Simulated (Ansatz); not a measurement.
Zr₄Al₃ in space group P6/mmm (No. 191; Zr on 2e, Zr on 2d, Al on 3f), r²SCAN in the plane-wave PAW code Ansatz, all energies at zero smearing, with the estimated change up to a 700 eV cutoff added, with one set of potentials and settings (totals compare only within such a set). Cell of 7 atoms (4 Zr, 3 Al): -18404.995 eV.

```csv
element,reference phase,E (eV/atom)
Zr,"P6_3/mmc, 2 atoms in the cell",-4195.0260
Al,"Fm-3m, 1 atoms in the cell",-540.4083
```

Formation energy per atom, worked out: (-18404.995 − 4×(-4195.0260) − 3×(-540.4083))/7 = -0.524 eV/atom (-51 kJ per mol of atoms), at 0 K, without zero-point energy or fitted corrections.

The workflow started from a Materials Project entry (that database holds measured and hypothetical structures alike); the Crystallography Open Database copy checked does not list it. Whether it is the stable phase at ambient conditions was not checked. Symmetry was held in the r²SCAN relaxation; its stability against distortions is not shown here. No spin polarisation was allowed. The references are the lowest solids computed at this level, not always the standard phases.

Potentials: the later of the program's two PAW sets.
